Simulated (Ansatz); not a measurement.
# Calculated with Ansatz: ScSiN, relaxation

The input file (Ansatz 0.2.0, plane waves):

```yaml
crystal:
  lattice:
    - [3.706626, 0.0, 0.0]
    - [1.853313, -6.114108, 0.0]
    - [0.0, 0.0, -3.438123]
  atoms:
    - { symbol: Sc, position: [0.1386, 0.7228, 0.75] }
    - { symbol: Sc, position: [0.8614, 0.2772, 0.25] }
    - { symbol: Si, position: [0.4624, 0.0752, 0.75] }
    - { symbol: Si, position: [0.5376, 0.9248, 0.25] }
    - { symbol: "N", position: [0.3357, 0.3286, 0.75] }
    - { symbol: "N", position: [0.6643, 0.6714, 0.25] }
  symmetry: { tolerance: 0.0003 }
kpoints:
  mp_grid: { grid: [5, 5, 5], shift: [0, 0, 0] }
magnetization:
  spin_polarized: false
scf:
  occupations: { method: cold, width: 0.0943 }
  lower_state_search: "off"
hamiltonian:
  pseudopotentials: { kind: paw }
  xc: r2scan
basis:
  ecutwfc: 500
  fft_grid_basis: typed
relax:
  max_steps: 60
  cell: { p_target: 20.0 }
  f_tol: 0.03
output:
  forces: true
  stress: true
  eigenvalues: true
  bader: true
  populations: true
  elf: true
  write_potential: true
  volumetric_format: npy
  dos:
    e_range: [-12, 8]
    de: 0.05
    projected: { site_lists: { "N": ["N"], Sc: [Sc], Si: [Si] } }
  write_density: true
checkpoint:
  read: saved_state
```

Run with:

```bash
ansatz run input.yaml --threads 2 --pin off --max-ram 3584MiB --backend cpu --events-out ev --progress --plain --runs-dir out
```

Origin of the cell: a known structure type with other elements, at an estimated volume, so it need not be a known compound.

The saved state is a converged single point of the same cell.

Steps («new basis» is an SCF on plane waves selected anew at the same cell):

| step | ΔH (meV/atom) | max force component (eV/Å) | P (GPa) | volume (Å³) | SCF iterations | step was |
| --- | --- | --- | --- | --- | --- | --- |
| 1 | 0.0 | 7.301 | 24.66 | 77.92 | 8 | accepted |
| 2 | -395.5 | 3.789 | 17.83 | 75.21 | 8 | accepted |
| 3 | -552.1 | 1.217 | 20.40 | 71.89 | 7 | accepted |
| 4 | -618.8 | 0.422 | 21.34 | 69.92 | 7 | accepted |
| 5 | -647.9 | 0.413 | 21.85 | 68.60 | 8 | accepted |
| 6 | -668.7 | 0.426 | 24.92 | 67.37 | 8 | accepted |
| 7 | -719.5 | 0.450 | 24.15 | 68.32 | 8 | accepted |
| 8 | -752.4 | 0.408 | 15.63 | 70.92 | 7 | accepted |
| 9 | -754.8 | 0.410 | 25.71 | 68.54 | 8 | accepted |
| 10 | -763.1 | 0.197 | 19.87 | 69.93 | 7 | accepted |
| 11 | -763.8 | 0.025 | 20.17 | 69.91 | 6 | accepted |
| 12 | -763.9 | 0.040 | 19.72 | 69.98 | 4 | accepted |
| 13 | -764.0 | 0.007 | 19.98 | 69.93 | 4 | accepted |
| 14 | -764.0 | 0.004 | 20.02 | 69.92 | 5 | accepted |
| 15 | -766.0 | 0.022 | 20.25 | 69.92 | 7 | new basis |
| 16 | -766.0 | 0.003 | 20.06 | 69.98 | 4 | accepted |
| 17 | -766.0 | 0.001 | 19.98 | 70.01 | 4 | accepted |
| 18 | -766.0 | 0.001 | 19.98 | 70.01 | 5 | new basis |

Before:

Space group Cmcm (No. 63); the run's cell has a = 3.707 Å, b = 6.389 Å, c = 3.438 Å, α = 90.00°, β = 90.00°, γ = 73.14°. Shortest distances: N–Si 1.55 Å, Si–Si 1.95 Å, N–Sc 2.41 Å, Sc–Si 2.81 Å, N–N 3.28 Å, Sc–Sc 3.44 Å.

After:

Space group Cmcm (No. 63); the run's cell has a = 2.978 Å, b = 7.612 Å, c = 3.149 Å, α = 90.00°, β = 90.00°, γ = 78.72°. Shortest distances: N–Si 1.82 Å, N–Sc 2.15 Å, Si–Si 2.35 Å, Sc–Si 2.78 Å, Sc–Sc 2.98 Å, N–N 2.98 Å.

```xyz
6
Lattice="2.9784 0.0000 0.0000 1.4892 -7.4647 0.0000 0.0000 0.0000 -3.1488" Properties=species:S:1:pos:R:3 pbc="T T T"
Sc    1.4892   -4.8418   -2.3616
Sc    2.9784   -2.6229   -0.7872
Si    1.4892   -0.8745   -2.3616
Si    2.9784   -6.5901   -0.7872
N     1.4892   -2.6949   -2.3616
N     2.9784   -4.7697   -0.7872
```

```
Enthalpy lowered by     : 766.0 meV/atom
Volume change           : -10.15 %
Final pressure          : 19.98 GPa
Relaxation steps listed : 18
```

Caveats: no spin, though holes on the anions or broken bonds may carry moments; the given cell is far from equilibrium, with atoms too close or a volume far off; the k mesh is coarse if the cell is a metal; the relaxation held the start's symmetry, so the end may be a saddle point.

The run took 2.3 min on 2 threads of Arm Neoverse V1, with other jobs on the host, peak memory 0.57 GiB, from a saved density.
